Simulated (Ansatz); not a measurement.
AlP in space group P6_3/mmc (No. 194; Al on 2c, P on 2d) under volume change, LDA (plane waves, PAW; program Ansatz), shape and atoms relaxed at each volume.

```
V (Å³/atom)  E − E(relaxed) (meV/atom)  P (GPa)
-----------  -------------------------  -------
17.334                            48.0     9.74
17.905                            20.2     5.97
18.477                             4.8     2.75
19.048                             0.0     0.00
19.619                             4.3    -2.33
20.191                            16.1    -4.27
20.762                            34.3    -5.89
```

What does a third-order Birch–Murnaghan fit give for V₀, B₀ and B′?

V₀ = 19.05 Å³/atom, B₀ = 83.4 GPa, B′ = 4.5.

The cell is a constructed one: a structure type filled with these elements; neither database checked (COD, Materials Project) lists it. It is not the phase usual at ambient conditions (space group No. 216). The LDA relaxation kept the symmetry of its start. At this level the phase is dynamically unstable (imaginary phonons). A crystal of weakly bound layers computed without a dispersion correction: the cell and the soft elastic constants depend strongly on that.

Potentials: the later of the program's two PAW sets.
